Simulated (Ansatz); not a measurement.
MnO (rock salt)

```xyz
2
Lattice="0.0000 2.2251 2.2251 2.2251 0.0000 2.2251 2.2251 2.2251 0.0000" Properties=species:S:1:pos:R:3 pbc="T T T"
O      0.0000     0.0000     0.0000
Mn     2.2251     2.2251     2.2251
```

E(V) scan at fixed shape, V₀ the volume above. Symmetry pins the atoms to their sites.

Computed with r2SCAN (plane waves to 500 eV, PAW, scalar-relativistic; Ansatz, a quantum-chemistry and plane-wave program). k mesh 13×13×13 (Γ-centred), Fermi-Dirac smearing 0.05 eV. The energy includes the smearing's −TS. Stress and pressure are positive under compression. At this level the bands of MnO touch or barely overlap; measurements give the solid a gap. MnO is run spin-polarised and with no Hubbard U; the real compound is an antiferromagnetic insulator, a state that this run doesn't describe. MnO was relaxed with its symmetry unable to fall. Relaxed MnO ends ferromagnetic. Other magnetic orders were not checked, so this need not be the ground state. The zero of ΔE is the relaxed starting cell. The last digit holds for this mesh only.

```json
[
 {"V (Å³/atom)": "9.254", "ΔE (meV/atom)": "withheld"},
 {"V (Å³/atom)": "9.548", "ΔE (meV/atom)": "117.2"},
 {"V (Å³/atom)": "9.842", "ΔE (meV/atom)": "72.7"},
 {"V (Å³/atom)": "10.136", "ΔE (meV/atom)": "39.8"},
 {"V (Å³/atom)": "10.430", "ΔE (meV/atom)": "17.3"},
 {"V (Å³/atom)": "10.723", "ΔE (meV/atom)": "4.2"},
 {"V (Å³/atom)": "11.017", "ΔE (meV/atom)": "0.0"},
 {"V (Å³/atom)": "11.311", "ΔE (meV/atom)": "3.9"},
 {"V (Å³/atom)": "11.605", "ΔE (meV/atom)": "14.9"},
 {"V (Å³/atom)": "11.899", "ΔE (meV/atom)": "32.0"},
 {"V (Å³/atom)": "12.192", "ΔE (meV/atom)": "54.5"},
 {"V (Å³/atom)": "12.486", "ΔE (meV/atom)": "81.7"},
 {"V (Å³/atom)": "12.780", "ΔE (meV/atom)": "112.8"}
]
```

Fit a third-order Birch-Murnaghan form (E₀, V₀, B₀, B₀′ free) to the given rows and predict ΔE at V = 9.254.

Least squares on the 12 given rows: ΔE = E₀ + (9V₀B₀/16)·y²·[2 + (B₀′ − 4)y], y = (V₀/V)^(2/3) − 1, with V₀ = 11.017 Å³/atom, B₀ = 157.8 GPa (160.2 GPa = 1 eV/Å³; the term in eV is multiplied by 1000), B₀′ = 3.13, E₀ = 0.50 meV/atom; root-mean-square residual 0.34 meV/atom. At 9.254 the fit gives 176.1 meV/atom; the calculation gives 173.7 meV/atom, so the extrapolation is off by 2.4 (+1.4 %). For the pressure the fit gives 35.9 GPa against the computed 33.9 GPa.

(A scan under strain: stresses follow from slopes of the energy per volume, elastic moduli from its curvatures.)
